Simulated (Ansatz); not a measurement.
La$_{2}$O$_{3}$ (A-La2O3 type, space group P-3m1)

```yaml
crystal:
  lattice:
    - [3.93527, 0.00000, 0.00000]
    - [-1.96764, 3.40805, 0.00000]
    - [0.00000, 0.00000, 6.12627]
  atoms:
    - { symbol: La, position: [0.33333, 0.66667, 0.24614] }
    - { symbol: La, position: [0.66667, 0.33333, 0.75386] }
    - { symbol: O, position: [0.00000, 0.00000, 0.00000] }
    - { symbol: O, position: [0.33333, 0.66667, 0.64612] }
    - { symbol: O, position: [0.66667, 0.33333, 0.35388] }
```

The slice is a (-1 1 0 2) plane (indices of the conventional cell) through the point (0.000, 0.000, 0.000) (fractional), spanned by u = [110] and v = [1 -1 1] in vectors of this cell: u (3.94 Å) and v (9.16 Å, at 90° to u). It covers one period; positions are fractions (u, v).

All values below come from r2SCAN (plane waves to 500 eV, PAW, scalar-relativistic; Ansatz, an electronic-structure program). k mesh 10×10×6. Near the nuclei the fields are pseudised (PAW); where an atom keeps semicore shells as valence, they peak there. La2O3 is run without spin polarisation. La2O3 was relaxed with its symmetry unable to fall.

**Question.** Predict the map of the density of the highest valence band (whole band, smooth part) on the slice.

**Answer.** 
```
|%%@@**::              ::**@@|
|%%**--..              ..--**|
|::::..                  ..::|
|                            |
|                            |
|                            |
|              ..            |
|            ......          |
|                            |
|                            |
|                            |
|                            |
|                            |
|                            |
|                            |
|                            |
|                            |
|                            |
|                            |
|                            |
|                            |
|                            |
|                            |
|            ......          |
|              ..            |
|                            |
|                            |
|                            |
|::::..                  ..::|
|%%**--..              ..--**|
|%%@@**::              ::**@@|
|  ####::              ::####|
```
Scale: ten equal steps from 0.000 (start of ' ') to 0.309 (end of '@'), in the order ' .:-=+*#%@'. Values: density of the highest valence band (whole band, smooth part) in e/Å³. The map has 14 points along u (two characters each, u = 0 at the left) and 32 along v (v = 0 in the bottom row).
